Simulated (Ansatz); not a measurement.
# Property card for Ti3Al

Ti₃Al:
```yaml
crystal:
  lattice:
    - [2.86176, 0.00000, 0.00000]
    - [-1.43088, 2.47836, 0.00000]
    - [0.00000, 0.00000, 9.04501]
  atoms:
    - { symbol: Ti, position: [0.66667, 0.33333, 0.00000] }
    - { symbol: Ti, position: [0.33333, 0.66667, 0.75173] }
    - { symbol: Ti, position: [0.33333, 0.66667, 0.24827] }
    - { symbol: Al, position: [0.66667, 0.33333, 0.50000] }
```

Space group P-6m2 (No. 187); conventional cell a = 2.8618 Å, b = 2.8618 Å, c = 9.0450 Å, α = 90.00°, β = 90.00°, γ = 120.00°.

Method: LDA in the plane-wave PAW code Ansatz. Structure relaxed to zero pressure with the same functional. Other levels are named where they apply.

**Cell and energy**

```
Property                                                       Value
-----------------------------------------------------  -------------
Volume per atom                                             16.04 Å³
Density                                                   4.42 g/cm³
Formation energy from the elements (no fitted shifts)  -0.11 eV/atom
```

**Electronic structure**

```
Quantity                                                                     Value
------------------------------------  --------------------------------------------
Electronic character                                             metallic (no gap)
Density of states at the Fermi level  0.93 states/eV per atom (mean over ±0.08 eV)
```

**Mechanics**

```
Property                                                                                        Value
--------------------------------------------  -------------------------------------------------------
Bulk modulus (Birch–Murnaghan fit)                                                            121 GPa
Pressure derivative B′                                                                            3.5
Elastic constants (relaxed ions, GPa)         C11 = 158, C12 = 114, C13 = 76.0, C33 = 245, C44 = 53.3
Mechanical stability                                           stable (all eigenvalues of C positive)
Hill bulk and shear moduli                                                           121 and 40.3 GPa
Young's modulus                                                                               109 GPa
Poisson's ratio                                                                                  0.35
Debye temperature from the elastic constants                                                    401 K
```

**Phonons**

```
Quantity                                       Result
-----------------------------  ----------------------
Highest zone-centre frequency               324 cm^-1
Zone-centre stability          no imaginary mode at Γ
```

The workflow started from a Materials Project entry (that database holds measured and hypothetical structures alike); the Crystallography Open Database copy checked does not list it. With Ti and Al taken as one species the cell has the higher symmetry P6_3/mmc, so it may be an ordered model of a mixed-site phase. It is not the phase usual at ambient conditions (space group No. 194). The LDA relaxation kept the symmetry of its start. No spin polarisation was allowed. As this level gives no gap, shear constants depend on the k-mesh and smearing (Fermi–Dirac, 0.1 eV here). As this level gives no gap, phonon frequencies hold no LO–TO term and depend on the k-mesh and smearing (Fermi–Dirac, 0.1 eV here). Axis ratios of metals converge slowly with the k-mesh, so a and c are less sure than the volume. On the denser mesh and wider smearing of the elastic run this cell carries a stress of 0.4 GPa. The references are the lowest solids computed at this level, not always the standard phases.

Potentials: the later of the program's two PAW sets.
